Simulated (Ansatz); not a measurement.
# ZnAu: relaxation (Ansatz)

The command:

```bash
ansatz run input.yaml --threads 2 --pin off --max-ram 2560MiB --backend cpu --events-out ev --progress --plain --runs-dir out
```

Input:

```yaml
crystal:
  lattice:
    - [3.16620527, 0.0, 0.0]
    - [0.0, 3.16620527, 0.0]
    - [0.0, 0.0, 3.16620527]
  atoms:
    - { symbol: Au, position: [0.0, 0.0, 0.0] }
    - { symbol: Zn, position: [0.5, 0.5, 0.5] }
  symmetry: { tolerance: 0.0003 }
kpoints:
  mp_grid: { grid: [11, 11, 11], shift: [0, 0, 0] }
magnetization:
  spin_polarized: false
scf:
  occupations: { method: fermi_dirac }
  lower_state_search: "off"
hamiltonian:
  pseudopotentials: { kind: paw }
  xc: r2scan
basis:
  ecutwfc: 500
  fft_grid_basis: typed
relax:
  max_steps: 40
  cell: { p_target: 0.0 }
output:
  forces: true
  stress: true
  eigenvalues: true
  bader: true
  populations: true
  elf: true
  write_potential: true
  volumetric_format: npy
  dos:
    e_range: [-12, 8]
    de: 0.05
    projected: { site_lists: { Au: [Au], Zn: [Zn] } }
checkpoint:
  read: saved_state
```

Origin of the cell: a database entry, scaled a little.

The smearing width isn't typed, so it takes its default of 0.1 eV.

The saved state is a converged single point of the same cell.

Steps («new basis» is an SCF on plane waves selected anew at the same cell):

| step | ΔF (meV/atom) | max force component (eV/Å) | P (GPa) | volume (Å³) | SCF iterations | step was |
| --- | --- | --- | --- | --- | --- | --- |
| 1 | 0.0 | 0.000 | -2.21 | 31.74 | 6 | accepted |
| 2 | -1.3 | 0.000 | 1.50 | 30.87 | 8 | accepted |
| 3 | -2.0 | 0.000 | -0.06 | 31.22 | 7 | accepted |
| 4 | -2.0 | 0.000 | 0.00 | 31.20 | 5 | accepted |
| 5 | -1.9 | 0.000 | -0.01 | 31.20 | 6 | new basis |

Step 1, with forces in eV/Å:

```xyz
2
Lattice="3.166 0.000 0.000 0.000 3.166 0.000 0.000 0.000 3.166" Properties=species:S:1:pos:R:3:forces:R:3 pbc="T T T" step=1
Au    0.000    0.000    0.000    0.000    0.000    0.000
Zn    1.583    1.583    1.583    0.000    0.000    0.000
```

Step 2, with forces in eV/Å:

```xyz
2
Lattice="3.137 0.000 0.000 0.000 3.137 0.000 0.000 0.000 3.137" Properties=species:S:1:pos:R:3:forces:R:3 pbc="T T T" step=2
Au    0.000    0.000    0.000    0.000    0.000    0.000
Zn    1.569    1.569    1.569    0.000    0.000    0.000
```

Step 5, with forces in eV/Å:

```xyz
2
Lattice="3.148 0.000 0.000 0.000 3.148 0.000 0.000 0.000 3.148" Properties=species:S:1:pos:R:3:forces:R:3 pbc="T T T" step=5
Au    0.000    0.000    0.000    0.000    0.000    0.000
Zn    1.574    1.574    1.574    0.000    0.000    0.000
```

```
Free energy lowered by                                                                 : 1.9 meV/atom
Volume change                                                                          : -1.69 %
Final pressure                                                                         : -0.01 GPa
Relaxation steps listed                                                                : 5
Formation energy (elements under the same functional, gases as molecules, uncorrected) : -0.221 eV/atom
Gap on the mesh                                                                        : none (metal)
```

Caveats: no moments, though an odd count or open d shells may carry them; no spin-orbit coupling, though heavy elements are present; the relaxation held the start's symmetry, so the end may be a saddle point.

Time: 17 s on 2 threads of Arm Neoverse V2, on a shared host, peak memory 0.41 GiB, from a saved density.
